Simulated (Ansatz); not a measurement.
**Band structure of InPt3**

```
CELL_PARAMETERS angstrom
3.98800 0.00000 0.00000
0.00000 3.98800 0.00000
0.00000 0.00000 3.98800
ATOMIC_POSITIONS crystal
In 0.00000 0.00000 0.00000
Pt 0.50000 0.50000 0.00000
Pt 0.00000 0.50000 0.50000
Pt 0.50000 0.00000 0.50000
```

Atom numbers follow the list: In1, Pt2, Pt3, Pt4.

The cell is COD entry 9009698, as deposited and not checked against the literature; nothing was relaxed.

Spin polarisation is left out, and whether a magnetic state lies lower isn't shown here.

No spin–orbit coupling, which matters for the heavy atoms here.

Computed with DFT, PBEsol, all-electron LAPW, scalar-relativistic (Ansatz 0.2.0).

Sampling and basis: a Γ-centred 10×10×10 k mesh, Fermi–Dirac smearing of 0.05 eV, basis error target 0.5 meV/atom, no spin polarisation.

Points in fractions of the reciprocal vectors of this cell: Γ (0, 0, 0), X (0, 0.5, 0), M (0.5, 0.5, 0), R (0.5, 0.5, 0.5). The path runs Γ–X–M–Γ–R–X–R–M. Energies are in eV from the Fermi level; (×n) counts levels within 4 meV of each other, which need not be degenerate by symmetry.

Question: Metal or insulator at this level of theory?

Answer: No gap opens: metallic or semimetallic.

Question: Tabulate bands 69 to 76, counted from the lowest band of the run, along the path.

Answer: 
```csv
k (1/Å),point,band 69,band 70,band 71,band 72,band 73,band 74,band 75,band 76
0.00,Γ,-0.82,0.03,0.28,0.28,0.28,0.52,0.52,0.52
0.11,,-0.82,-0.09,-0.09,-0.02,0.02,0.52,0.99,0.99
0.23,,-0.84,-0.53,-0.51,-0.51,-0.19,0.52,1.68,1.68
0.34,,-1.02,-0.92,-0.92,-0.88,-0.43,0.52,2.46,2.46
0.45,,-1.44,-1.32,-1.32,-1.05,-0.63,0.52,3.31,3.31
0.56,,-1.83,-1.68,-1.68,-1.39,-0.70,0.52,4.21,4.21
0.68,,-2.13,-1.94,-1.94,-1.74,-0.73,0.52,4.13,5.11
0.79,X,-2.25,-2.04,-2.04,-1.91,-0.73,0.52,4.06,5.81
0.90,,-2.42,-1.98,-1.88,-1.80,-0.76,0.41,3.83,5.27
1.01,,-2.56,-1.86,-1.81,-1.46,-0.84,0.10,3.31,4.10
1.13,,-2.52,-1.79,-1.76,-1.12,-0.96,-0.32,2.72,3.07
1.24,,-2.43,-1.87,-1.68,-1.16,-0.84,-0.76,2.20,2.27
1.35,,-2.39,-2.03,-1.63,-1.44,-1.16,-0.65,1.79,1.81
1.46,,-2.39,-2.23,-1.70,-1.61,-1.45,-0.55,1.57,1.59
1.58,M,-2.36,-2.36,-1.79,-1.60,-1.56,-0.53,1.51,1.51
1.73,,-2.34,-2.18,-1.64,-1.63,-1.36,-0.56,1.52,1.76
1.89,,-2.21,-1.80,-1.69,-1.42,-0.93,-0.53,1.53,2.50
2.05,,-1.87,-1.78,-1.32,-1.27,-0.48,-0.32,1.54,3.60
2.21,,-1.54,-1.30,-1.11,-0.82,-0.09,-0.08,1.50,3.71
2.37,,-1.15,-0.97,-0.75,-0.38,0.10,0.24,1.36,2.42
2.53,,-0.86,-0.51,-0.24,-0.08,0.23,0.45,1.03,1.29
2.69,Γ,-0.82,0.03,0.28,0.28,0.28,0.52,0.52,0.52
2.88,,-0.95,-0.58,-0.58,-0.16,0.40,0.42,1.26,1.26
3.08,,-1.50,-1.16,-1.16,-0.79,0.31,0.53,1.81,1.81
3.27,,-1.79,-1.63,-1.45,-1.45,0.24,0.54,1.98,1.98
3.47,,-1.75,-1.75,-1.57,-1.57,0.18,0.43,1.71,1.71
3.66,,-1.85,-1.85,-1.34,-1.34,0.13,0.13,1.05,1.05
3.86,,-1.89,-1.83,-1.28,-1.28,-0.36,0.09,0.34,0.34
4.05,R,-2.05,-2.05,-1.52,-1.52,-0.37,0.08,0.08,0.08
4.21,,-1.81,-1.72,-1.32,-1.27,-0.49,0.06,0.25,0.31
4.37,,-1.90,-1.76,-1.18,-1.05,-0.72,-0.01,0.98,1.00
4.53,,-1.86,-1.70,-1.30,-1.14,-0.99,-0.11,1.95,2.13
4.69,,-2.01,-1.67,-1.51,-1.42,-1.08,-0.19,3.05,3.29
4.85,,-2.17,-1.89,-1.75,-1.32,-1.03,-0.09,3.39,4.21
5.01,,-2.32,-1.96,-1.86,-1.68,-0.79,0.30,3.74,5.20
5.17,X,-2.25,-2.04,-2.04,-1.91,-0.73,0.52,4.06,5.81
6.28,R,-2.05,-2.05,-1.52,-1.52,-0.37,0.08,0.08,0.08
6.39,,-1.68,-1.68,-1.52,-1.30,-0.48,0.03,0.19,0.19
6.51,,-1.53,-1.53,-1.53,-1.01,-0.76,-0.14,0.49,0.49
6.62,,-1.59,-1.59,-1.55,-1.08,-0.81,-0.40,0.87,0.87
6.73,,-1.79,-1.79,-1.57,-1.37,-0.72,-0.67,1.18,1.18
6.84,,-2.03,-2.03,-1.60,-1.59,-1.07,-0.58,1.38,1.38
6.96,,-2.25,-2.25,-1.74,-1.60,-1.40,-0.54,1.48,1.48
7.07,M,-2.36,-2.36,-1.79,-1.60,-1.56,-0.53,1.51,1.51
```
